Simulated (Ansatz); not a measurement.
**GaP: from a starting cell to a relaxed one**

The start is a relaxed GaP cell with every coordinate shifted by Gaussian noise of σ = 0.2 Å. A full variable-cell relaxation at zero pressure is run with PBE (plane waves to 420 eV, PAW, scalar-relativistic; Ansatz, an electronic-structure program). The first steps use a coarse 7×7×7 k-mesh.

Starting cell:
```yaml
crystal:
  lattice:
    - [0.00000, 2.75322, 2.75322]
    - [2.75322, 0.00000, 2.75322]
    - [2.75322, 2.75322, 0.00000]
  atoms:
    - { symbol: P, position: [0.77893, 0.75784, 0.80844] }
    - { symbol: Ga, position: [0.99483, 0.11094, 0.99357] }
```

How large is the pressure on the unrelaxed cell, and of which sign?

+5.5 GPa (positive: the cell is compressed).

By how much does the energy per atom fall from start to end?

0.37 eV/atom.

Is the parent structure recovered?

It returns to the parent structure, F-43m (No. 216).

How do the shortest distances between atoms change?

The closest pairs of elements (up to four, under 3.6 Å), start → end: Ga–P 2.06 → 2.38 Å.

What band gap does the relaxed structure have at this level?

1.58 eV, direct at Γ (no spin-orbit coupling).

Relaxed structure:

```cif
data_Ga4P4
_chemical_formula_sum 'P4 Ga4'
_space_group_name_H-M_alt 'F-43m'
_space_group_IT_number 216
_space_group_name_Hall 'F -4 2 3'
_cell_length_a 5.50654
_cell_length_b 5.50654
_cell_length_c 5.50654
_cell_angle_alpha 90.000
_cell_angle_beta 90.000
_cell_angle_gamma 90.000
loop_
_atom_site_label
_atom_site_type_symbol
_atom_site_symmetry_multiplicity
_atom_site_Wyckoff_symbol
_atom_site_fract_x
_atom_site_fract_y
_atom_site_fract_z
_atom_site_occupancy
P1 P 4 d 0.75000 0.75000 0.75000 1
Ga1 Ga 4 b 0.50000 0.50000 0.50000 1
```
(The calculation used a cell of 2 atoms; values per cell refer to that cell.)

Final values are on a 10×10×10 k-mesh of the relaxed cell. No spin polarisation in the result.
